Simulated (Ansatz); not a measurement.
Ge$_{2}$Mo:
```cif
data_Ge4Mo2
_chemical_formula_sum 'Ge4 Mo2'
_space_group_name_H-M_alt 'I4/mmm'
_space_group_IT_number 139
_space_group_name_Hall '-I 4 2'
_cell_length_a 3.27613
_cell_length_b 3.27613
_cell_length_c 8.12650
_cell_angle_alpha 90.000
_cell_angle_beta 90.000
_cell_angle_gamma 90.000
loop_
_atom_site_label
_atom_site_type_symbol
_atom_site_symmetry_multiplicity
_atom_site_Wyckoff_symbol
_atom_site_fract_x
_atom_site_fract_y
_atom_site_fract_z
_atom_site_occupancy
Ge1 Ge 4 e 0.00000 0.00000 0.33792 1
Mo1 Mo 2 a 0.00000 0.00000 0.00000 1
```
(The calculation used a cell of 3 atoms; values per cell refer to that cell.)

Relaxed at zero pressure with plane-wave PAW LDA (Ansatz code).

**Question.** The volume is lowered by 6 % and shape and atoms relax at that volume. What pressure results, and how do the axes share the change?

**Answer.** 13.5 GPa; a -2.1 %, b -2.1 %, c -2.0 %; the energy rises by 35 meV/atom.

**Question.** Give the new structure.

**Answer.** 
Space group I4/mmm (No. 139); a = b = 3.2081 Å, c = 7.9665 Å, α = β = γ = 90.00°

```csv
atom,site,symmetry,x,y,z
Ge,4e,4mm,0.0000,0.0000,0.3368
Mo,2a,4/mmm,0.0000,0.0000,0.0000
```

The phase is kept; no other phase was compared at this pressure.

The first step of the workflow began from a Materials Project structure, measured or hypothetical; the Crystallography Open Database copy checked does not list it. COD files the formula under space group No. 62, so this cell is another polymorph or a model. Its standing as an ambient phase is unchecked. Symmetry was held in the LDA relaxation; of distortions, only those at the zone centre were tested. No spin polarisation was allowed.

Potentials: the later of the program's two PAW sets.
